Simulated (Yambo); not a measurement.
**Bethe-Salpeter results for K₂NiF₆**

```xyz
9
Lattice="0.0000 4.0013 4.0013 4.0013 0.0000 4.0013 4.0013 4.0013 0.0000" Properties=species:S:1:pos:R:3 pbc="T T T"
F      4.0013     6.2195     4.0013
F      4.0013     1.7831     4.0013
F      1.7831     4.0013     4.0013
F      6.2195     4.0013     4.0013
F      4.0013     4.0013     6.2195
F      4.0013     4.0013     1.7831
K      2.0006     2.0006     2.0006
K      6.0019     6.0019     6.0019
Ni     0.0000     0.0000     0.0000
```

The geometry is that of Materials Project entry mp-605034, symmetrised and not relaxed again.

BSE in Yambo on PBEsol (Quantum ESPRESSO, PseudoDojo norm-conserving, 98 Ry, no spin-orbit coupling) bands: 4×4×4 mesh, 21 valence and 3 conduction bands, static screening with 86 bands and a 3 Ry block, scissor 3.63 eV, Tamm-Dancoff; field along x.

```json
[
 {"state": "1", "energy (eV)": "0.67", "states within 2 meV": "3", "relative strength": "< 0.01", "class": "dark", "main transitions": "several band pairs"},
 {"state": "2", "energy (eV)": "1.51", "states within 2 meV": "3", "relative strength": "0.05", "class": "dark", "main transitions": "several band pairs"},
 {"state": "3", "energy (eV)": "2.48", "states within 2 meV": "3", "relative strength": "0.04", "class": "dark", "main transitions": "several band pairs"},
 {"state": "4", "energy (eV)": "2.82", "states within 2 meV": "3", "relative strength": "0.01", "class": "dark", "main transitions": "several band pairs"},
 {"state": "5", "energy (eV)": "3.07", "states within 2 meV": "3", "relative strength": "< 0.01", "class": "dark", "main transitions": "several band pairs"},
 {"state": "6", "energy (eV)": "3.08", "states within 2 meV": "3", "relative strength": "1.00", "class": "dark", "main transitions": "several band pairs"}
]
```

These are vertical excitations (zero momentum). The direct quasiparticle gap on this mesh is 5.19 eV; counted from there, state 1 is bound by 4.52 eV. Convergence with the mesh was not shown.

Spin singlets only. Strengths are relative to the strongest of the lowest states of this run; strong means a line over 3 % of the spectrum's maximum, dark under 0.03 %. Absolute energies carry the error of the G0W0 scissor, whose convergence isn't established.

The 3d shell has no Hubbard U; the runs are without spin polarisation, and magnetic order was not tried.

The structure is a Materials Project entry; no match was found in the copy of COD used, and its stability was not checked.
